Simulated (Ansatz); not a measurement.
Trial structure of Al2Rh, not yet relaxed:

Space group Cmmm (No. 65). a = 4.131 Å, b = 4.691 Å, c = 4.525 Å, α = 90.00°, β = 90.00°, γ = 90.00°
```json
{"atom": "Al", "site": "4e", "symmetry": "..2/m", "x": "0.2500", "y": "0.2500", "z": "0.0000"}
{"atom": "Rh", "site": "2c", "symmetry": "mmm", "x": "0.5000", "y": "0.0000", "z": "0.5000"}
```

Method: DFT PBE, scalar-relativistic, plane waves, PAW (Ansatz). Plane waves to 420 eV, a k mesh through Γ of 6×6×4 on the computed 3-atom cell and Gaussian smearing (0.10 eV); no spin polarisation.

Formation energies are uncorrected and refer to the elements' standard structures at the same level.

Q: Estimate its pressure, forces and energy as it stands.

A: The pressure is 28.9 GPa (the mean over three directions, positive in compression), the largest force is 0.00 eV/Å (symmetry fixes the atoms), and the energy is +1.05 eV/atom against the elements. The shortest distance is 2.07 Å.

Q: How much does it gain on relaxing, and where does it end?

A: Relaxing gains about 1.7 eV/atom (the start's value is from the coarse mesh, so the gain is rough) in 27 ionic steps and ends at −0.69 eV/atom on the finer mesh. The symmetry goes from Cmmm (No. 65) to P4/mmm (No. 123). The volume per atom grows by 16.3 %, from 14.6 to 17.0 Å³. The shortest distance goes from 2.07 Å (Al–Al) to 2.55 Å (Al–Rh). Conventional cell: a = 4.263 Å, c = 2.805 Å. Al has 4 Rh at 2.55 Å, 2 Al at 2.80 Å and 4 Al at 3.01 Å; Rh is surrounded by 8 Al at 2.55 Å and 2 Rh at 2.80 Å.

The last run used a 12×12×16 mesh (in the run's order of axes) for its 3-atom cell and Gaussian smearing of 0.10 eV. The relaxation can't lower the symmetry of the start. Symmetry constrained the relaxation, so the result can be a saddle point.
